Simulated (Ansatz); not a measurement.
Level of theory: DFT PBE, scalar-relativistic, plane waves, PAW (Ansatz 0.2.0). All cells share a 420 eV cutoff and Γ-centred k meshes spaced at most about 0.3 Å⁻¹ (about 0.25 or finer for metals, 2π included). Collinear spin in cells that started with moments and kept them past the coarse steps, no spin elsewhere.

All energies are static (0 K, no zero-point motion). All come from trial cells, and lower structures may exist.

**Question.** These unrelaxed guesses for K₂TaO₃ are each relaxed within their symmetry. Order them by the energy at which they end, lowest first.
A.

```cif
data_structure
_symmetry_space_group_name_H-M 'R-3m:H'
_symmetry_Int_Tables_number 166
_cell_length_a 5.5221
_cell_length_b 5.5221
_cell_length_c 13.6231
_cell_angle_alpha 90.000
_cell_angle_beta 90.000
_cell_angle_gamma 120.000
_cell_volume 359.76
loop_
_atom_site_label
_atom_site_type_symbol
_atom_site_symmetry_multiplicity
_atom_site_Wyckoff_symbol
_atom_site_fract_x
_atom_site_fract_y
_atom_site_fract_z
_atom_site_occupancy
K1 K 6 c 0.33333 0.66667 0.28904 1
Ta1 Ta 3 a 0.00000 0.00000 0.00000 1
O1 O 9 d 0.33333 0.16667 0.16667 1
```

B.

```cif
data_structure
_symmetry_space_group_name_H-M 'P-4m2'
_symmetry_Int_Tables_number 115
_cell_length_a 4.8622
_cell_length_b 4.8622
_cell_length_c 4.8538
_cell_angle_alpha 90.000
_cell_angle_beta 90.000
_cell_angle_gamma 90.000
_cell_volume 114.75
loop_
_atom_site_label
_atom_site_type_symbol
_atom_site_symmetry_multiplicity
_atom_site_Wyckoff_symbol
_atom_site_fract_x
_atom_site_fract_y
_atom_site_fract_z
_atom_site_occupancy
K1 K 2 g 0.00000 0.50000 0.32591 1
Ta1 Ta 1 a 0.00000 0.00000 0.00000 1
O1 O 1 c 0.50000 0.50000 0.50000 1
O2 O 2 g 0.00000 0.50000 0.77939 1
```

C.

```cif
data_structure
_symmetry_space_group_name_H-M 'P-6m2'
_symmetry_Int_Tables_number 187
_cell_length_a 5.8901
_cell_length_b 5.8901
_cell_length_c 4.4523
_cell_angle_alpha 90.000
_cell_angle_beta 90.000
_cell_angle_gamma 120.000
_cell_volume 133.77
loop_
_atom_site_label
_atom_site_type_symbol
_atom_site_symmetry_multiplicity
_atom_site_Wyckoff_symbol
_atom_site_fract_x
_atom_site_fract_y
_atom_site_fract_z
_atom_site_occupancy
K1 K 1 d 0.33333 0.66667 0.50000 1
K2 K 1 f 0.66667 0.33333 0.50000 1
Ta1 Ta 1 a 0.00000 0.00000 0.00000 1
O1 O 3 k 0.87618 0.12382 0.50000 1
```

**Answer.** C (ends in P-6m2, 0 meV/atom), A (ends in R-3m, 266 meV/atom), B (ends in P-4m2, 0.32 eV/atom).

Spin–orbit coupling, which can matter for Ta, is left out. In P-6m2, R-3m an odd number of electrons in the primitive cell allows no gap without spin; a larger cell or a magnetic state could open one. A magnetic state wasn't ruled out in cells without spin, among them P-6m2, R-3m. Another magnetic order may lie lower. Cells relaxed within their symmetry can be saddle points. Some candidate types were left out of the draw beforehand, so a known form may be missing.
